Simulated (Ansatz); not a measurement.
GaP in space group R-3m (No. 166; Ga on 6c, P on 6c), r²SCAN (plane waves, PAW; program Ansatz), all energies at zero smearing, with the estimated change up to a 700 eV cutoff added, with one set of potentials and settings (totals compare only within such a set). Cell of 4 atoms (2 Ga, 2 P): -9100.365 eV.

```csv
element,reference phase,E (eV/atom)
Ga,"Cmce, 4 atoms in the cell",-3790.2689
P,"Cmce, 4 atoms in the cell",-759.1646
```

Formation energy per atom, worked out: (-9100.365 − 2×(-3790.2689) − 2×(-759.1646))/4 = -0.375 eV/atom (-36 kJ per mol of atoms), at 0 K, without zero-point energy or fitted corrections.

The workflow started from a Materials Project entry (that database holds measured and hypothetical structures alike); the Crystallography Open Database copy checked does not list it. It is not the phase usual at ambient conditions (space group No. 216). The r²SCAN relaxation kept the symmetry of its start; its stability against distortions is not shown here. The references are the lowest solids computed at this level, not always the standard phases. Scalar-relativistic: spin–orbit coupling is off unless named, which matters more the heavier the elements.

Potentials: the later of the program's two PAW sets.
